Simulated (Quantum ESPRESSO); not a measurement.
## Mo3WSe6PCl (convergence and cost over cutoff and k mesh)

A calculation, not a measurement. The program is pw.x of Quantum ESPRESSO 7.5 (plane-wave density functional theory). The cell is made up: 12 atoms on a layered 2H lattice, with randomly drawn elements, strain and displacements, not relaxed. PseudoDojo standard norm-conserving files (v0.5 for PBE, v0.4.1 for LDA and PBEsol) set the functional; there is no spin polarisation, spin-orbit coupling or dispersion term, and the masses in the input are unused placeholders.

Input of the run in row 4:

```
&control calculation='scf', pseudo_dir='./dojo.nc.sr.pbe.v0_5.standard.upf', outdir='./o', disk_io='low', tprnfor=.true., tstress=.true. /
&system ibrav=0, nat=12, ntyp=5, nbnd=88, ecutwfc=85.99341389, nosym=.true., tot_charge=0,
 occupations='smearing', smearing='fd', degauss=0.0018374661
/
&electrons conv_thr=7.350e-09, electron_maxstep=60, /
ATOMIC_SPECIES
Cl 1.0 Cl.upf
Mo 1.0 Mo.upf
P 1.0 P.upf
Se 1.0 Se.upf
W 1.0 W.upf
CELL_PARAMETERS angstrom
3.2529 -0.0288 -0.016
-0.0499 5.5233 0.0667
-0.0643 0.1543 12.8665
ATOMIC_POSITIONS angstrom
Mo 0.0125 1.8633 3.2769
Mo 1.6796 0.9832 9.664
W 1.4683 4.6498 3.2276
Mo -0.0513 3.9399 9.6988
Se -0.0268 1.8982 8.0895
Se -0.0749 2.0222 11.2999
P 1.5757 0.8819 1.5106
Se 1.6577 1.0284 4.8718
Se 1.6103 4.6971 8.1645
Se 1.5145 4.8578 11.4172
Se -0.0996 3.5883 1.7304
Cl -0.0054 3.6899 4.7791
K_POINTS automatic
7 4 2 1 1 1
```

The same cell was run at these settings. Meshes are shifted by half a step, and differences are from the last row, which is itself not exact.

```
cutoff (eV)     k mesh  k points solved  threshold (eV)  free energy less the last row's (eV)  pressure (GPa)  largest stress difference (GPa)  largest force difference (eV/Å)  iterations  wall time (s)  k-point pools                  processor
        819  2 x 2 x 2                4           1e-04                                 6.798          -44.11                            59.15                            0.529          14             53              4  Intel Xeon, 2023 or later
       1170  2 x 2 x 2                4           1e-07                                -1.501           12.06                             2.82                            0.529          19             98              4  Intel Xeon, 2023 or later
        660  7 x 4 x 2               28           1e-07                                95.590         -367.20                           380.84                            0.087          24            236              4  Intel Xeon, 2023 or later
       1170  7 x 4 x 2               28           1e-07                                 0.002           13.48                             0.01                            0.005          19            492              4  Intel Xeon, 2023 or later
       1467  9 x 6 x 4              108           1e-07                                 0.000           13.48                             0.00                            0.000          19           2533              4  Intel Xeon, 2023 or later
```

Each pool is one process. Wall times include start-up and a band step at six k points, which weighs most on the coarsest meshes. The runs were on shared virtual cores whose load varied, so times are rough.